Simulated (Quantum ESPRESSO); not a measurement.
## Ti2TaAlO8 (one run as intended and one with a planted mistake)

A calculation, not a measurement. The program is pw.x of Quantum ESPRESSO 7.5 (plane-wave density functional theory). The cell is made up: 12 atoms on a rutile lattice, with randomly drawn elements, strain and displacements, not relaxed. PseudoDojo standard norm-conserving files (v0.5 for PBE, v0.4.1 for LDA and PBEsol) set the functional; there is no spin polarisation, spin-orbit coupling or dispersion term, and the masses in the input are unused placeholders.

Intended input:

```
&control calculation='scf', pseudo_dir='./dojo.nc.sr.pbe.v0_5.standard.upf', outdir='./o', disk_io='medium', tprnfor=.true., tstress=.true. /
&system ibrav=0, nat=12, ntyp=4, nbnd=50, ecutwfc=84.00895049, nosym=.true., tot_charge=0,
 occupations='smearing', smearing='fd', degauss=0.0018374661
/
&electrons conv_thr=7.350e-09, electron_maxstep=60, /
ATOMIC_SPECIES
Al 1.0 Al.upf
O 1.0 O.upf
Ta 1.0 Ta.upf
Ti 1.0 Ti.upf
CELL_PARAMETERS angstrom
4.726 0.0 0.0
0.0 4.726 0.0
0.0 0.0 6.0371
ATOMIC_POSITIONS angstrom
Ti -0.023 -0.0059 0.0254
Ta 2.3816 2.4227 1.5269
Ti 0.0092 0.0218 2.9914
Al 2.3701 2.3471 4.5485
O 1.4138 1.3909 0.0114
O 3.3154 3.2361 -0.0113
O 3.8356 0.8863 1.5086
O 0.9174 3.7703 1.5003
O 1.4196 1.4686 3.0697
O 3.3197 3.3251 3.0432
O 3.7773 0.8973 4.519
O 0.9111 3.8435 4.5062
K_POINTS automatic
5 5 4 1 1 1
```

The log is shortened where brackets say so; the opening notice, blank lines, dates and the lines on written files are dropped, and the path of the files is cut. It prints rydbergs, bohrs and kilobars, and counts compression as positive stress. Where no state is partly filled, the Fermi energy that it prints is only some level between the filled and the empty states on the mesh, and need not lie in the true gap.

Log of the intended run:

```
     Program PWSCF v.7.5
     Parallel version (MPI & OpenMP), running on       1 processor cores
     Number of MPI processes:                 1
     Threads/MPI process:                     1
     [start-up lines left out]
     bravais-lattice index     =            0
     lattice parameter (alat)  =       8.9308  a.u.
     unit-cell volume          =     909.9393 (a.u.)^3
     number of atoms/cell      =           12
     number of atomic types    =            4
     number of electrons       =        88.00
     number of Kohn-Sham states=           50
     kinetic-energy cutoff     =      84.0090  Ry
     charge density cutoff     =     336.0358  Ry
     scf convergence threshold =      7.3E-09
     mixing beta               =       0.7000
     number of iterations used =            8  plain     mixing
     Exchange-correlation= PBE
                           (   1   4   3   4   0   0   0)
     [axes and pseudopotential details left out]
   Cartesian axes
     site n.     atom                  positions (alat units)
         1        Ti     tau(   1) = (  -0.0048667  -0.0012484   0.0053745  )
         2        Ta     tau(   2) = (   0.5039357   0.5126322   0.3230851  )
         3        Ti     tau(   3) = (   0.0019467   0.0046128   0.6329666  )
         4        Al     tau(   4) = (   0.5015023   0.4966356   0.9624418  )
         5        O      tau(   5) = (   0.2991536   0.2943081   0.0024122  )
         6        O      tau(   6) = (   0.7015235   0.6847440  -0.0023910  )
         7        O      tau(   7) = (   0.8115954   0.1875370   0.3192129  )
         8        O      tau(   8) = (   0.1941176   0.7977782   0.3174566  )
         9        O      tau(   9) = (   0.3003809   0.3107490   0.6495345  )
        10        O      tau(  10) = (   0.7024333   0.7035760   0.6439272  )
        11        O      tau(  11) = (   0.7992594   0.1898646   0.9561997  )
        12        O      tau(  12) = (   0.1927846   0.8132670   0.9534913  )
     number of k points=    50  Fermi-Dirac smearing, width (Ry)=  0.0018
                       cart. coord. in units 2pi/alat
        k(    1) = (   0.1000000   0.1000000   0.0978533), wk =   0.0400000
        k(    2) = (   0.1000000   0.1000000   0.2935598), wk =   0.0400000
     [further k points left out]
     Dense  grid:    94579 G-vectors     FFT dimensions: (  54,  54,  72)
     Estimated max dynamical RAM per process >     156.57 MB
     Initial potential from superposition of free atoms
     starting charge      87.9934, renormalised to      88.0000
     Starting wfcs are   66 randomized atomic wfcs
     total cpu time spent up to now is       28.9 secs
     per-process dynamical memory:    94.2 Mb
     Self-consistent Calculation
     iteration #  1     ecut=    84.01 Ry     beta= 0.70
     Davidson diagonalization with overlap
     ethr =  1.00E-02,  avg # of iterations =  2.0
     total cpu time spent up to now is       88.3 secs
     total energy              =    -635.45849719 Ry
     estimated scf accuracy    <       5.07821119 Ry
     iteration #  2     ecut=    84.01 Ry     beta= 0.70
     Davidson diagonalization with overlap
     ethr =  5.77E-03,  avg # of iterations =  6.1
     total cpu time spent up to now is      188.5 secs
     total energy              =    -628.75405256 Ry
     estimated scf accuracy    <      64.99475638 Ry
     [iterations 3 to 15 left out]
     iteration # 16     ecut=    84.01 Ry     beta= 0.70
     Davidson diagonalization with overlap
     ethr =  9.33E-11,  avg # of iterations =  4.1
     total cpu time spent up to now is     1247.4 secs
     total energy              =    -638.15214970 Ry
     estimated scf accuracy    <       0.00000003 Ry
     iteration # 17     ecut=    84.01 Ry     beta= 0.70
     Davidson diagonalization with overlap
     ethr =  3.81E-11,  avg # of iterations =  4.1
     total cpu time spent up to now is     1313.2 secs
     End of self-consistent calculation
     [lines on levels left out]
     the Fermi energy is     9.4086 ev
!    total energy              =    -638.15214971 Ry
     estimated scf accuracy    <          2.5E-09 Ry
     smearing contrib. (-TS)   =      -0.00000000 Ry
     internal energy E=F+TS    =    -638.15214971 Ry
     The total energy is F=E-TS. E is the sum of the following terms:
     one-electron contribution =    -226.98205290 Ry
     hartree contribution      =     156.83903462 Ry
     xc contribution           =    -133.26473475 Ry
     ewald contribution        =    -434.74439668 Ry
     convergence has been achieved in  17 iterations
     Forces acting on atoms (cartesian axes, Ry/au):
     atom    1 type  4   force =     0.02118195    0.01892820   -0.12352696
     atom    2 type  3   force =    -0.01519636   -0.02728477    0.00930192
     atom    3 type  4   force =     0.01162305    0.00729689    0.12780025
     atom    4 type  1   force =    -0.00950077   -0.00916297   -0.00519049
     atom    5 type  2   force =     0.02895335    0.03359823    0.02035681
     atom    6 type  2   force =    -0.02502909   -0.01083525    0.00908275
     atom    7 type  2   force =    -0.02454743    0.02033069   -0.00105596
     atom    8 type  2   force =     0.00860532    0.00167293    0.00043395
     atom    9 type  2   force =     0.02746236    0.01531053   -0.02876790
     atom   10 type  2   force =    -0.03458601   -0.03974519   -0.02336269
     atom   11 type  2   force =     0.00481150    0.00169596    0.00638817
     atom   12 type  2   force =     0.00622211   -0.01180525    0.00854013
     Total force =     0.208825     Total SCF correction =     0.000134
     Computing stress (Cartesian axis) and pressure
          total   stress  (Ry/bohr**3)                   (kbar)     P=     -113.06
  -0.00070925  -0.00002873  -0.00002372         -104.33       -4.23       -3.49
  -0.00002873  -0.00066605  -0.00003691           -4.23      -97.98       -5.43
  -0.00002372  -0.00003691  -0.00093034           -3.49       -5.43     -136.86
     init_run     :     26.98s CPU     28.77s WALL (       1 calls)
     electrons    :   1237.19s CPU   1284.23s WALL (       1 calls)
     forces       :     14.59s CPU     14.83s WALL (       1 calls)
     stress       :     52.72s CPU     54.65s WALL (       1 calls)
     [timing details left out]
     PWSCF        :  22m11.94s CPU  23m 4.06s WALL
     JOB DONE.
```

A second run has one planted mistake: two atoms have their elements exchanged. The input lines that differ, file-writing options aside:

```
- Ti -0.023 -0.0059 0.0254
+ Al -0.023 -0.0059 0.0254
- Al 2.3701 2.3471 4.5485
+ Ti 2.3701 2.3471 4.5485
```

Its log:

```
     Program PWSCF v.7.5
     Parallel version (MPI & OpenMP), running on       4 processor cores
     Number of MPI processes:                 4
     Threads/MPI process:                     1
     [start-up lines left out]
     bravais-lattice index     =            0
     lattice parameter (alat)  =       8.9308  a.u.
     unit-cell volume          =     909.9393 (a.u.)^3
     number of atoms/cell      =           12
     number of atomic types    =            4
     number of electrons       =        88.00
     number of Kohn-Sham states=           50
     kinetic-energy cutoff     =      84.0090  Ry
     charge density cutoff     =     336.0358  Ry
     scf convergence threshold =      7.3E-09
     mixing beta               =       0.7000
     number of iterations used =            8  plain     mixing
     Exchange-correlation= PBE
                           (   1   4   3   4   0   0   0)
     [axes and pseudopotential details left out]
   Cartesian axes
     site n.     atom                  positions (alat units)
         1        Al     tau(   1) = (  -0.0048667  -0.0012484   0.0053745  )
         2        Ta     tau(   2) = (   0.5039357   0.5126322   0.3230851  )
         3        Ti     tau(   3) = (   0.0019467   0.0046128   0.6329666  )
         4        Ti     tau(   4) = (   0.5015023   0.4966356   0.9624418  )
         5        O      tau(   5) = (   0.2991536   0.2943081   0.0024122  )
         6        O      tau(   6) = (   0.7015235   0.6847440  -0.0023910  )
         7        O      tau(   7) = (   0.8115954   0.1875370   0.3192129  )
         8        O      tau(   8) = (   0.1941176   0.7977782   0.3174566  )
         9        O      tau(   9) = (   0.3003809   0.3107490   0.6495345  )
        10        O      tau(  10) = (   0.7024333   0.7035760   0.6439272  )
        11        O      tau(  11) = (   0.7992594   0.1898646   0.9561997  )
        12        O      tau(  12) = (   0.1927846   0.8132670   0.9534913  )
     number of k points=    50  Fermi-Dirac smearing, width (Ry)=  0.0018
                       cart. coord. in units 2pi/alat
        k(    1) = (   0.1000000   0.1000000   0.0978533), wk =   0.0400000
        k(    2) = (   0.1000000   0.1000000   0.2935598), wk =   0.0400000
     [further k points left out]
     Dense  grid:    94579 G-vectors     FFT dimensions: (  54,  54,  72)
     Estimated max dynamical RAM per process >     273.92 MB
     Estimated total dynamical RAM >       1.00 GB
     Initial potential from superposition of free atoms
     starting charge      87.9934, renormalised to      88.0000
     Starting wfcs are   66 randomized atomic wfcs
     total cpu time spent up to now is        4.1 secs
     per-process dynamical memory:   213.4 Mb
     Self-consistent Calculation
     iteration #  1     ecut=    84.01 Ry     beta= 0.70
     Davidson diagonalization with overlap
     ethr =  1.00E-02,  avg # of iterations =  2.0
     total cpu time spent up to now is       10.3 secs
     total energy              =    -635.45245765 Ry
     estimated scf accuracy    <       5.08626827 Ry
     iteration #  2     ecut=    84.01 Ry     beta= 0.70
     Davidson diagonalization with overlap
     ethr =  5.78E-03,  avg # of iterations =  6.2
     total cpu time spent up to now is       21.5 secs
     total energy              =    -628.88613968 Ry
     estimated scf accuracy    <      64.00733436 Ry
     [iterations 3 to 17 left out]
     iteration # 18     ecut=    84.01 Ry     beta= 0.70
     Davidson diagonalization with overlap
     ethr =  9.48E-11,  avg # of iterations =  4.6
     total cpu time spent up to now is      147.2 secs
     total energy              =    -638.15671935 Ry
     estimated scf accuracy    <       0.00000001 Ry
     iteration # 19     ecut=    84.01 Ry     beta= 0.70
     Davidson diagonalization with overlap
     ethr =  1.18E-11,  avg # of iterations =  5.0
     total cpu time spent up to now is      155.7 secs
     End of self-consistent calculation
     [lines on levels left out]
     the Fermi energy is     8.9163 ev
!    total energy              =    -638.15671935 Ry
     estimated scf accuracy    <          1.2E-09 Ry
     smearing contrib. (-TS)   =      -0.00000000 Ry
     internal energy E=F+TS    =    -638.15671935 Ry
     The total energy is F=E-TS. E is the sum of the following terms:
     one-electron contribution =    -224.39202090 Ry
     hartree contribution      =     155.51445771 Ry
     xc contribution           =    -133.25704143 Ry
     ewald contribution        =    -436.02211474 Ry
     convergence has been achieved in  19 iterations
     Forces acting on atoms (cartesian axes, Ry/au):
     atom    1 type  1   force =     0.01520638    0.00685791   -0.05052049
     atom    2 type  3   force =    -0.01491336   -0.02865403   -0.02566487
     atom    3 type  4   force =     0.00493672    0.00375295    0.09014957
     atom    4 type  4   force =    -0.01776634   -0.01819471    0.02201555
     atom    5 type  2   force =     0.02554364    0.03157252    0.01789803
     atom    6 type  2   force =    -0.00234400    0.01372558    0.02295015
     atom    7 type  2   force =    -0.01532245    0.01108262   -0.01413941
     atom    8 type  2   force =     0.00440716    0.00759791   -0.01238738
     atom    9 type  2   force =     0.02413400    0.01270945   -0.03195560
     atom   10 type  2   force =    -0.03076654   -0.03613132   -0.02505025
     atom   11 type  2   force =     0.00288079    0.00469697    0.00039502
     atom   12 type  2   force =     0.00400400   -0.00901584    0.00630967
     Total force =     0.148729     Total SCF correction =     0.000109
     Computing stress (Cartesian axis) and pressure
          total   stress  (Ry/bohr**3)                   (kbar)     P=     -116.60
  -0.00079038   0.00019030   0.00001657         -116.27       27.99        2.44
   0.00019030  -0.00075763  -0.00000706           27.99     -111.45       -1.04
   0.00001657  -0.00000706  -0.00082996            2.44       -1.04     -122.09
     init_run     :      3.87s CPU      3.99s WALL (       1 calls)
     electrons    :    151.37s CPU    151.66s WALL (       1 calls)
     forces       :      1.48s CPU      1.50s WALL (       1 calls)
     stress       :      5.01s CPU      5.11s WALL (       1 calls)
     [timing details left out]
     PWSCF        :   2m41.83s CPU   2m42.41s WALL
     JOB DONE.
```

|  | intended run | run with the mistake |
| --- | --- | --- |
| free energy (eV) | -8682.502 | -8682.564 |
| smearing term -TS (eV) | 0.0000 | 0.0000 |
| pressure (GPa) | -11.31 | -11.66 |
| largest force component (eV/Å) | 3.286 | 2.318 |
| largest change of a force component (eV/Å) |  | 1.877 |
| iterations | 17 | 19 |

For scale, a rerun of the intended cell at a cutoff of 1437 eV and k mesh 7 x 7 x 6 moved values by no more than 0.004 eV in energy, 0.04 GPa in stress and 0.002 eV/Å in force.